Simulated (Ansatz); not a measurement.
These are results of DFT PBE, scalar-relativistic, plane waves, PAW (Ansatz), not measurements. The screen uses 420 eV, coarse Γ-centred meshes (up to 0.6 Å⁻¹ on the start cell), Gaussian smearing of 0.15 eV, tolerances of 0.08 eV/Å and 0.8 GPa and 16 steps at most, with the symmetry of each start kept. No spin polarisation. Energies are free energies per atom, good to about 0.1 eV/atom between metallic cells, end volumes are rough, and groups of ends are read at 0.1 Å.

Two unrelaxed guesses for In₃GaSb₂N₂:

A.

```yaml
crystal:
  lattice:
    - [4.14644, 0.00000, 0.00000]
    - [0.00000, 4.14644, 0.00000]
    - [0.00000, 0.00000, 11.51964]
  atoms:
    - { symbol: In, position: [0.50000, 0.50000, 0.76146] }
    - { symbol: In, position: [0.00000, 0.00000, 0.50000] }
    - { symbol: In, position: [0.50000, 0.50000, 0.23854] }
    - { symbol: Ga, position: [0.00000, 0.00000, 0.00000] }
    - { symbol: Sb, position: [0.00000, 0.50000, 0.62998] }
    - { symbol: Sb, position: [0.50000, 0.00000, 0.37002] }
    - { symbol: N, position: [0.00000, 0.50000, 0.10342] }
    - { symbol: N, position: [0.50000, 0.00000, 0.89658] }
```

B.

```yaml
crystal:
  lattice:
    - [4.74845, 0.00000, 0.00000]
    - [-2.37423, 4.11228, 0.00000]
    - [0.00000, 0.00000, 9.90907]
  atoms:
    - { symbol: In, position: [0.00000, 0.00000, 0.03299] }
    - { symbol: In, position: [0.33333, 0.66667, 0.74873] }
    - { symbol: In, position: [0.66667, 0.33333, 0.74873] }
    - { symbol: Ga, position: [0.00000, 0.00000, 0.23469] }
    - { symbol: Sb, position: [0.33333, 0.66667, 0.54859] }
    - { symbol: Sb, position: [0.66667, 0.33333, 0.54859] }
    - { symbol: N, position: [0.33333, 0.66667, 0.05702] }
    - { symbol: N, position: [0.66667, 0.33333, 0.05702] }
```

Task: Which is lower as given, and which after relaxing?

Result: As given, A is lower by 2.67 eV/atom. Relaxed, A is lower by 0.79 eV/atom, so the order holds. A goes from P-4m2 at 24.8 Å³/atom to P-4m2 at 23.2 Å³/atom and gains 0.55 eV/atom. B goes from P6mm at 24.2 Å³/atom to P6mm at 26.9 Å³/atom and gains 2.43 eV/atom. The closest pair in A goes from Ga–N at 2.39 Å to Ga–N at 2.14 Å. The closest pair in B goes from In–Sb at 1.98 Å to In–N at 2.17 Å. At the end: counting N or Sb atoms around Ga and In (for each partner element, those within 1.25 times its shortest distance or 1.15 times the sum of covalent radii, where it is the nearest in units of that sum or under 1.3; the shortest distance is added where it is long for a bond; a slash parts the counts of unlike sites), A has In 4, Ga 4 and B has In 1/6 from 2.8 Å, Ga 6 from 3.3 Å. B holds Sb–Sb nets (shortest 2.77 Å); in A the shortest Sb–Sb distance is 4.12 Å. The lowest end among all the guesses of this search lies 0.29 eV/atom under the better of the two.

No dispersion correction is applied, so the spacing and binding between layers, chains or molecules are poorly described (P6mm), and this can change margins and order among such cells. Spin–orbit coupling, which can matter for Sb, is left out.
